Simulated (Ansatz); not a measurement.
Polymorphs of NbAs, each relaxed with r²SCAN in the plane-wave PAW code Ansatz:

A: CsCl type (Pm-3m)
a = 3.208 Å, b = 3.208 Å, c = 3.208 Å, α = 90.00°, β = 90.00°, γ = 90.00°

```tsv
atom	site	symmetry	x	y	z
Nb	1a	m-3m	0.0000	0.0000	0.0000
As	1b	m-3m	0.5000	0.5000	0.5000
```

B: I4_1md
a = b = 3.457 Å, c = 11.764 Å, α = β = γ = 90.00°

| atom | site | symmetry | x | y | z |
|---|---|---|---|---|---|
| Nb | 4a | 2mm. | 0.0000 | 0.0000 | 0.7496 |
| As | 4a | 2mm. | 0.0000 | 0.0000 | 0.1674 |

**Question.** Rank these by energy per atom at 0 K (lowest first), as r²SCAN gives it.

**Answer.** B (+0 meV/atom), A (+325 meV/atom)

Constructed cells (a structure type filled with these elements, in neither database checked): A. All cells were relaxed under the symmetry of their starts (and spin orders); stability against distortions was not tested throughout. Rows with no word on spin ran without spin polarisation. Scalar-relativistic: spin–orbit coupling is off unless named, which matters more the heavier the elements.

Energies hold the estimated change up to a 700 eV cutoff; steps of a few meV lie near the error of the meshes.

Potentials: the earlier of the program's two PAW sets.
